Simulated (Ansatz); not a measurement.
BaTiO$_{3}$:
```
BaTiO3
1.0
    3.99442     0.00000     0.00000
    0.00000     3.99442     0.00000
    0.00000     0.00000     3.99442
Ba Ti O
1 1 3
Direct
  0.50000   0.50000   0.50000
  0.00000   0.00000   0.00000
  0.50000   0.00000   0.00000
  0.00000   0.50000   0.00000
  0.00000   0.00000   0.50000
```

Relaxed with r²SCAN. Special points in fractions of this cell's reciprocal vectors: Γ (0.000, 0.000, 0.000); X (0.000, 0.500, 0.000); M (0.500, 0.500, 0.000); R (0.500, 0.500, 0.500).

Question: List the band energies nearest the valence-band maximum at these points for DFT-r²SCAN in the program Ansatz with PAW potentials.

Answer: In eV from the valence-band maximum; about four levels below and three above (degenerate sets whole), none deeper than 8.9 eV; points with the same levels are listed once.

```csv
k,below,above
Γ,-1.15 -1.15 -1.15 -0.10 -0.10 -0.10,2.18 2.18 2.18
X,-1.81 -1.81 -0.69 -0.69,2.30 3.89 3.89
M,-1.74 -0.84 -0.84 -0.05,3.90 3.90 4.35
R,-2.35 -2.35 -2.35 0.00 0.00 0.00,4.59 4.59 4.59
```

Space group Pm-3m (cubic perovskite). This is a known high-temperature phase of the composition, computed here at zero pressure and temperature. Symmetry was held in the r²SCAN relaxation. At this level the phase is dynamically unstable (imaginary phonons). No spin polarisation was allowed. Scalar-relativistic: spin–orbit coupling is off unless named, which matters more the heavier the elements.

Potentials: the earlier of the program's two PAW sets.
